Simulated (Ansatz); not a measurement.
## Cs₃Bi: computed property card

Cs3Bi:
```
Cs3Bi
1.0
    0.00000     4.68415     4.68415
    4.68415     0.00000     4.68415
    4.68415     4.68415     0.00000
Cs Bi
3 1
Cartesian
  2.34208   2.34208   2.34208
  7.02623   7.02623   7.02623
  4.68415   4.68415   4.68415
  0.00000   0.00000   0.00000
```

Space group Fm-3m (No. 225); conventional cell a = 9.368 Å, b = 9.368 Å, c = 9.368 Å, α = 90.00°, β = 90.00°, γ = 90.00°.

Method: r²SCAN in the plane-wave PAW code Ansatz. Geometry: relaxed at this level of theory. Other levels are named where they apply.

Cell and energy:

```json
{
  "volume_per_atom": "51.39 Å³",
  "density": "4.91 g/cm³",
  "Formation energy from the elements (no fitted shifts)": "-0.49 eV/atom"
}
```

Electronic structure:

```json
{
 "band_gap": "0.80 eV (indirect)",
 "valence_band_maximum": "at X",
 "conduction_band_minimum": "at Γ",
 "smallest_direct_gap_on_the_standard_path": "1.18 eV",
 "electron_effective_mass": "0.16 mₑ (isotropic)",
 "Electron effective mass with spin–orbit coupling": "0.14 mₑ (isotropic)",
 "Weight of the conduction-edge state by species (Voronoi cells)": "Cs 84 %, Bi 16 %",
 "Hole effective mass with spin–orbit coupling": "0.46, 0.46, 1.7 mₑ (principal values)",
 "Weight of the valence-edge state by species (Voronoi cells)": "Bi 77 %, Cs 23 %",
 "HSE06 gap on the r²SCAN cell": "0.79 eV",
 "Gap with spin–orbit coupling": "0.44 eV",
 "Z2 indices of the occupied bands with spin–orbit coupling": "0;(000)"
}
```

Mechanics:

```json
{
  "Bulk modulus (Birch–Murnaghan fit)": "10.3 GPa",
  "Pressure derivative B′": "4.6",
  "Elastic constants (relaxed ions, GPa)": "C11 = 12.3, C12 = 9.4, C44 = 9.9",
  "mechanical_stability": "stable (all eigenvalues of C positive)",
  "hill_bulk_and_shear_moduli": "10.3 and 4.8 GPa",
  "Young's modulus": "12.4 GPa",
  "Poisson's ratio": "0.30",
  "debye_temperature_from_the_elastic_constants": "88.1 K"
}
```

Phonons:

```json
{
 "Highest zone-centre frequency (without LO–TO term)": "62 cm⁻¹",
 "zone_centre_stability": "no imaginary mode at Γ"
}
```

Charges:

```json
{
  "bader_charges": "Cs +0.61 to +0.67, Bi -1.89 e"
}
```

The first step of the workflow began from a Materials Project structure, measured or hypothetical; the Crystallography Open Database copy checked does not list it. With Cs and Bi taken as one species the cell has the higher symmetry Im-3m, so it may be an ordered model of a mixed-site phase. Its standing as an ambient phase is unchecked. Symmetry was held in the r²SCAN relaxation. The references are the lowest solids computed at this level, not always the standard phases. Spin–orbit coupling is left out wherever it is not named.

Potentials: the later of the program's two PAW sets.
